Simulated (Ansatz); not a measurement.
# zincblende-structured BiIr

Level of theory: DFT, PBE, scalar-relativistic, no spin polarisation; plane waves to 420 eV with PAW datasets (Ansatz 0.2.0), Γ-centred 10×10×10 mesh, 0.05 eV Gaussian smearing. The datasets are Ansatz's generated set soft_2.

```
Ir Bi
1.0
     0.00000    3.06748    3.06748
     3.06748    0.00000    3.06748
     3.06748    3.06748    0.00000
Ir Bi
1 1
Direct
  0.00000 0.00000 0.00000
  0.25000 0.25000 0.25000
```

The start was a prototype's sites filled with these elements, not a measured cell.

The cell above was scaled in volume, its shape and atoms being fixed by the lattice's symmetry. Energies are counted from the cell above.

Cell and atoms are those of this level's equilibrium.

```tsv
V (Å³/atom)	ΔE (meV/atom)	P (GPa)
27.28	26.4	5.6
27.71	13.7	3.9
28.29	3.4	1.9
28.86	0.0	0.0
29.44	2.8	-1.6
30.02	11.0	-3.0
30.88	32.1	-4.8
31.75	62.2	-6.3
```

(1) What do the points give for the equilibrium volume, the bulk modulus and its pressure derivative (third-order Birch–Murnaghan)?

Answer:

(1) V0 = 28.88 Å³/atom, B0 = 85 GPa, B0′ = 5.1.

B0·V0 = 84.7 GPa × 28.88 Å³ = 15.27 eV/atom sets the scale: near the minimum ΔE ≈ ½ B0 V0 x², with x = V/V0 − 1, and a pressure of 0.8 GPa squeezes the volume by about 1 %. At the ends of the curve: x = −5.6 % predicts 23.5 meV/atom and the run gives 26.4; x = +9.9 % predicts 75.4 meV/atom and the run gives 62.2. The curve is steeper than the parabola on the compressed side and flatter on the expanded side: the bulk modulus rises with pressure.

Scalar-relativistic only: spin–orbit splittings of the heavy atoms' levels are missing. The run is a metal.
